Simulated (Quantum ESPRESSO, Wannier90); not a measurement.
## Tight-binding from DFT: TaSe$_{2}$ (R-3m)

```
begin unit_cell_cart
ang
   -1.7544000137    3.0387099605    0.0000000000
   -3.5088000274    0.0000000000    0.0000000000
   -1.7544000137    1.0129033202    6.6456570000
end unit_cell_cart
begin atoms_frac
Ta   0.0000000000  0.0000000000  0.0000000000
Se  -0.2516300000 -0.2516300000 -0.2451100000
Se   0.2516300000  0.2516300000  0.2451100000
end atoms_frac
```

Structure: Materials Project mp-567724, symmetrised, not relaxed again. COD (Crystallography Open Database) has the formula in 5 space groups, this one among them (matched by group alone). Method: PBEsol plane waves in Quantum ESPRESSO 7.5 (PseudoDojo norm-conserving files, 69 Ry, spinors with spin-orbit coupling), Bloch states on a 6×6×6 mesh through Γ, Wannier90 4.0.1. Density: 10×10×10 mesh, cold smearing 0.01 Ry. The cell is built of weakly bound layers, chains or molecules, whose nearest atoms lie 3.95 Å apart. Database cells relaxed without dispersion often hold them too far apart, which can enlarge gaps and weakens couplings between them; spacing and stacking were not compared with the measured crystal.

Bands 29-32 form an isolated set from -14.63 to -12.69 eV relative to the Fermi level (on the path) and are turned into 4 Wannier functions by minimising the spread from the start: atomic waves Se 4s.

Centres (Cartesian, Å; one of the equivalent choices) and spreads:

| n | x | y | z | spread (Å²) | nearest atom |
|---|---|---|---|---|---|
| 1 | 1.754 | -1.013 | -1.449 | 1.291 | Se2 |
| 2 | 1.754 | -1.013 | -1.449 | 1.291 | Se2 |
| 3 | -1.754 | 1.013 | 1.449 | 1.291 | Se3 |
| 4 | -1.754 | 1.013 | 1.449 | 1.291 | Se3 |

Ω_I = 5.16 Å², Ω_total = 5.16 Å²; the interpolated bands follow pw.x to 0.5 meV rms on the path. Only this start was tried; a symmetric start can stop on a saddle, and mixtures of these functions could lower the total by at most Ω_total − Ω_I.
